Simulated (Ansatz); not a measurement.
Input, command and steps of an Ansatz relaxation.

```yaml
crystal:
  lattice:
    - [0.0, 2.2742384951, 2.2742384951]
    - [2.2742384951, 0.0, 2.2742384951]
    - [2.2742384951, 2.2742384951, 0.0]
  atoms:
    - { symbol: Ga, position: [0.0, 0.0, 0.0] }
    - { symbol: "N", position: [0.75, 0.75, 0.75] }
basis:
  ecutwfc: 420
kpoints:
  mp_grid: { grid: [10, 10, 10] }
hamiltonian:
  xc: lda
scf:
  occupations: { method: gaussian, width: 0.02 }
output:
  forces: true
  stress: true
  eigenvalues: true
relax:
  adjacent_minimum: "off"
  f_tol: 0.005
  max_steps: 50
  cell: { stress_tol: 0.05 }
```

```bash
ansatz run input.yaml --threads 1 --pin off --max-ram 2560MiB --backend cpu --events-out ev --progress --plain --runs-dir out
```

Theory: DFT LDA, scalar-relativistic, plane waves, PAW (Ansatz 0.2.0).

Of 7 frames 6 are shown, positions in Å and forces in eV/Å; the SCF threshold varies from step to step. Steps run on the plane waves of an earlier cell, with a Pulay correction in the pressure. The basis is chosen afresh for the last frame, the zero of the energies, and at times for earlier ones too; energy and pressure step there, also at an unchanged geometry. Here that happened at step 5 (2 meV/atom, -0.3 GPa); the frames before carry an error of that size.

```xyz
2
Lattice="0.0000 2.2742 2.2742 2.2742 0.0000 2.2742 2.2742 2.2742 0.0000" Properties=species:S:1:pos:R:3:forces:R:3 pbc="T T T" step=1 free_energy_over_end_meV_per_atom=25.62 pressure_GPa=-10.95
Ga    0.0000    0.0000    0.0000    0.0000    0.0000    0.0000
N     3.4114    3.4114    3.4114    0.0000    0.0000    0.0000
2
Lattice="0.0000 2.2459 2.2459 2.2459 0.0000 2.2459 2.2459 2.2459 0.0000" Properties=species:S:1:pos:R:3:forces:R:3 pbc="T T T" step=2 free_energy_over_end_meV_per_atom=2.64 pressure_GPa=-4.50
Ga    0.0000    0.0000    0.0000    0.0000    0.0000    0.0000
N     3.3688    3.3688    3.3688    0.0000    0.0000    0.0000
2
Lattice="0.0000 2.2269 2.2269 2.2269 0.0000 2.2269 2.2269 2.2269 0.0000" Properties=species:S:1:pos:R:3:forces:R:3 pbc="T T T" step=3 free_energy_over_end_meV_per_atom=-2.18 pressure_GPa=0.50
Ga    0.0000    0.0000    0.0000    0.0000    0.0000    0.0000
N     3.3404    3.3404    3.3404    0.0000    0.0000    0.0000
2
Lattice="0.0000 2.2287 2.2287 2.2287 0.0000 2.2287 2.2287 2.2287 0.0000" Properties=species:S:1:pos:R:3:forces:R:3 pbc="T T T" step=4 free_energy_over_end_meV_per_atom=-2.11 pressure_GPa=0.00
Ga    0.0000    0.0000    0.0000    0.0000    0.0000    0.0000
N     3.3430    3.3430    3.3430    0.0000    0.0000    0.0000
2
Lattice="0.0000 2.2287 2.2287 2.2287 0.0000 2.2287 2.2287 2.2287 0.0000" Properties=species:S:1:pos:R:3:forces:R:3 pbc="T T T" step=5 free_energy_over_end_meV_per_atom=-0.01 pressure_GPa=-0.27
Ga    0.0000    0.0000    0.0000    0.0000    0.0000    0.0000
N     3.3430    3.3430    3.3430    0.0000    0.0000    0.0000
2
Lattice="0.0000 2.2277 2.2277 2.2277 0.0000 2.2277 2.2277 2.2277 0.0000" Properties=species:S:1:pos:R:3:forces:R:3 pbc="T T T" step=7 free_energy_over_end_meV_per_atom=0.00 pressure_GPa=-0.01
Ga    0.0000    0.0000    0.0000    0.0000    0.0000    0.0000
N     3.3416    3.3416    3.3416    0.0000    0.0000    0.0000
```

It took 26 s on 1 thread of AMD EPYC 7571, with other jobs on the host, peak memory 0.35 GiB.